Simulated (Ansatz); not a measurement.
CsCl:
Space group Pm-3m (No. 221); a = b = c = 4.0687 Å, α = β = γ = 90.00°

```csv
atom,site,symmetry,x,y,z
Cs,1a,m-3m,0.0000,0.0000,0.0000
Cl,1b,m-3m,0.5000,0.5000,0.5000
```

Relaxed with PBEsol. PBEsol (plane waves, PAW; program Ansatz) gives a gap of 5.23 eV.

Problem. What gap does HSE06 give on the same cell (Ansatz, PAW)?

Solution. 6.64 eV, 1.42 eV more. The hybrid was solved on a coarser mesh and at special points; its gap is the smallest among all of these.

| k | v1 PBEsol | c1 PBEsol | v1 HSE06 | c1 HSE06 |
|---|---|---|---|---|
| Γ | 0.00 | 5.23 | 0.00 | 6.64 |
| R | -1.23 | 8.60 | ? | ? |
| M | -0.09 | 5.85 | ? | ? |
| X | -0.28 | 6.33 | ? | ? |

Problem. Top valence (v1) and lowest conduction level (c1) in eV from each method's valence maximum (which need not be a listed point): supply the withheld HSE06 values.

Solution. 
- X, v1 HSE06: -0.29
- X, c1 HSE06: 7.79
- M, v1 HSE06: -0.10
- M, c1 HSE06: 7.32
- R, v1 HSE06: -1.27
- R, c1 HSE06: 10.16

Cost on shared cores: the PBEsol run (SCF on a 7×7×7 mesh, then bands and DOS) about 15 core-seconds (a rough figure), the HSE06 run (SCF on 5×5×5, then a few points) about 80 core-seconds (a rough figure); the tasks are unlike.

Symmetry was held in the PBEsol relaxation. Spin–orbit coupling is left out wherever it is not named.

Potentials: the later of the program's two PAW sets.
